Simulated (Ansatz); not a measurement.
Input and command of a plane-wave DFT calculation in Ansatz:

```yaml
crystal:
  lattice:
    - [3.6902789721, 0.0, 0.0]
    - [0.0, 3.6902789721, 0.0]
    - [0.0, 0.0, 3.6902789721]
  atoms:
    - { symbol: Sr, position: [0.5, 0.5, 0.5] }
    - { symbol: Cd, position: [0.0, 0.0, 0.0] }
basis:
  ecutwfc: 420
kpoints:
  mp_grid: { grid: [12, 12, 12] }
hamiltonian:
  xc: lda
scf:
  occupations: { method: fermi_dirac, width: 0.15 }
output:
  forces: true
  stress: true
  eigenvalues: true
  write_density: true
  write_potential: true
  elf: true
  volumetric_format: npy
relax:
  adjacent_minimum: "off"
  f_tol: 0.001
  max_steps: 60
  cell: { stress_tol: 0.02, p_target: 25.0 }
```

```bash
ansatz run input.yaml --threads 1 --pin off --max-ram 3072MiB --backend cpu --events-out ev --progress --plain --runs-dir out
```

Processor: Arm Neoverse V1, 1 thread, on a host shared with other jobs.

Question: Estimate time, memory and problem size.

Answer: About 32 s on 1 thread of Arm Neoverse V1, on a shared host, peak memory 0.37 GiB. It solves 19 bands at 84 k points (the mesh reduced by symmetry) with about 799 plane waves (on the last cell), in 40 SCF iterations over 7 ionic steps.
